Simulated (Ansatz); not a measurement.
Problem. Cd (hcp (Mg type), space group No. 194) is relaxed with r²SCAN+D4 in the plane-wave PAW code Ansatz. What lattice parameters of the conventional cell result?

Solution. a = 2.979 Å, c = 5.553 Å.

Space group P6_3/mmc (hcp (Mg type)). Symmetry was held in the r²SCAN+D4 relaxation. The pairwise dispersion correction was not fitted to metals. Axis ratios of metals converge slowly with the k-mesh, so a and c are less sure than the volume.

Potentials: the later of the program's two PAW sets.
